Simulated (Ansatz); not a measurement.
KZnF₃ (cubic perovskite)

```xyz
10
Lattice="8.2549 0.0000 0.0000 0.0000 4.1275 0.0000 0.0000 0.0000 4.1275" Properties=species:S:1:pos:R:3 pbc="T T T"
K      0.0000     0.0000     0.0000
K      4.1275     0.0000     0.0000
Zn     2.0637     2.0637     2.0637
Zn     6.1912     2.0637     2.0637
F      0.0000     2.0637     2.0637
F      4.1275     2.0637     2.0637
F      2.0637     0.0000     2.0637
F      6.1912     0.0000     2.0637
F      2.0637     2.0637     0.0000
F      6.1912     2.0637     0.0000
```

The atoms are displaced by Q × the pattern below (from a DFPT mode at X = (0.5, 0.0, 0.0), largest move 1; Q in Å), at fixed cell. (q is in reciprocal vectors of the primitive cell; the cell shown is doubled to hold the pattern.)

| atom | x | y | z |
|---|---|---|---|
| K1 | 0.111 | 0.000 | 0.000 |
| K2 | -0.111 | 0.000 | 0.000 |
| F5 | -1.000 | 0.000 | 0.000 |
| F6 | 1.000 | 0.000 | 0.000 |

Atoms not listed stay in place.

Level of theory: PBE (plane waves to 420 eV, PAW, scalar-relativistic; Ansatz, a program for electronic structure). k mesh 4×8×8 (Γ-centred), Fermi-Dirac smearing 0.05 eV. E stands for the smeared free energy. KZnF3 was relaxed with its symmetry unable to fall. ΔE is measured from the undisplaced structure.

```
Q (Å)   ΔE (meV/cell)
------  -------------
-0.180            414
-0.120            179
-0.060             44
0.000               0
0.060              44
0.120             179
0.180             414
```

Question: Which DFPT wavenumber at X = (0.5, 0.0, 0.0) belongs to this mode?
(A) 287 cm⁻¹
(B) 86 cm⁻¹
(C) 154 cm⁻¹
(D) 411 cm⁻¹

Answer: D, 411 cm⁻¹. The curvature of the scan gives 411 cm⁻¹

(For displaced atoms, the force is minus the slope of the energy, and its curvature is a force constant, which sets phonon frequencies.)
